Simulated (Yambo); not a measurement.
Optical response of SrN$_{2}$

```xyz
3
Lattice="-1.9055 1.9055 3.1450 1.9055 -1.9055 3.1450 1.9055 1.9055 -3.1450" Properties=species:S:1:pos:R:3 pbc="T T T"
N      0.0000     0.0000     3.7696
N      0.0000     0.0000     2.5205
Sr     0.0000     0.0000     0.0000
```

Yambo, TDDFT with the adiabatic LDA kernel on LDA bands; 12×12×12 mesh, 63 bands, 4 Ry local-field block, 0.25 eV broadening; field along x.

```csv
E (eV),Im ε,"Im ε, independent particles"
0.6,18.0,18.0
1.2,6.19,6.25
1.9,1.59,1.62
2.5,0.65,0.66
3.1,0.42,0.42
3.8,0.45,0.44
4.4,0.52,0.50
5.0,0.90,0.87
5.6,1.61,1.60
6.2,1.58,1.61
6.9,1.22,1.29
7.5,1.08,1.18
8.1,0.86,0.96
8.8,1.08,1.19
9.4,1.63,1.83
10.0,2.11,2.65
10.6,2.26,3.86
11.2,2.96,3.49
11.9,3.67,3.36
12.5,2.88,2.65
13.1,1.99,1.91
13.8,1.35,1.32
14.4,1.31,1.25
15.0,0.99,1.00
15.6,0.84,0.86
16.2,0.74,0.79
16.9,0.66,0.75
17.5,0.77,0.93
18.1,0.84,1.07
18.8,0.81,1.06
19.4,0.85,1.20
20.0,0.89,1.37
```

Only interband transitions are included: the Drude term is missing, so nothing below about 0.6 eV and no real part is shown. Structure narrower than a few tenths of an eV can come from the finite k mesh.

Geometry of the Materials Project entry, not relaxed at this level.

The structure is a Materials Project entry; no match was found in the copy of COD used, and its stability was not checked.
